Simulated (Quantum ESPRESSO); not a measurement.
```
CELL_PARAMETERS angstrom
      4.19568     0.00000     0.00000
     -2.09784     3.63357     0.00000
      0.00000     0.00000     7.10573
ATOMIC_POSITIONS crystal
  Mg 0.00000 0.00000 0.00000
  I  0.33333 0.66667 0.22845
  I  0.66667 0.33333 0.77155
```
The cell was made here from a computed Materials Project entry: I2 and its equivalents moved by 0.04 Å along (0.00, 0.00, -1.00), space group kept. The parent is MgI2 in P-3m1; whether this form has been observed was not checked. Stability against distortions was not tested. The layers lie 3.9 Å apart; this gap hangs on dispersion, and neither it nor the stacking was checked against the measured crystal.

A lattice sum over point charges, one formal value an element (Mg +2, I -1), with no Sternheimer factor, costs far less than a self-consistent run. Taken along the main axis of each site's self-consistent tensor, it gives:

```json
[
 {"site": "I (atoms 2, 3)", "V along that axis, point charges (a.u.)": "-0.003"}
]
```

Task: How do the values of a PBE PAW density (pw.x of a modified build of Quantum ESPRESSO, JTH datasets) with the all-electron reconstruction of Petrilli and co-workers compare?

Result: 
```json
[
 {"site": "I", "Vzz, PAW (a.u.)": "-0.789", "PAW over point charges": "230"}
]
```
  Cores are frozen. I had no test against all-electron runs. Spin–orbit coupling is left out, a limit on I.
